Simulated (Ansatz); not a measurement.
## Re (diamond): energy against volume

All numbers below come from DFT, PBEsol, plane waves (420 eV) with PAW, scalar-relativistic in Ansatz. (PAW data from PBE, frozen cores regenerated.)

The cell is scaled uniformly from the relaxed one, with fractional coordinates and shape fixed. Energies are extrapolated to zero smearing, pressures are those at the given smearing. Magnetic state: spin not included.

A Birch-Murnaghan fit gives V₀ = 21.87 Å³/atom, B₀ = 192 GPa, B₀′ = 4.2.

Q: What are the energy above the minimum and the pressure at 19.266 Å³/atom?

A: 231.3 meV/atom and 31.81 GPa as computed.

Q: What are the energy above the minimum and the pressure at 20.142 Å³/atom?

A: 94.4 meV/atom and 18.88 GPa as computed.

Q: What are the energy above the minimum and the pressure at 24.521 Å³/atom?

A: 157.6 meV/atom and -17.14 GPa as computed.
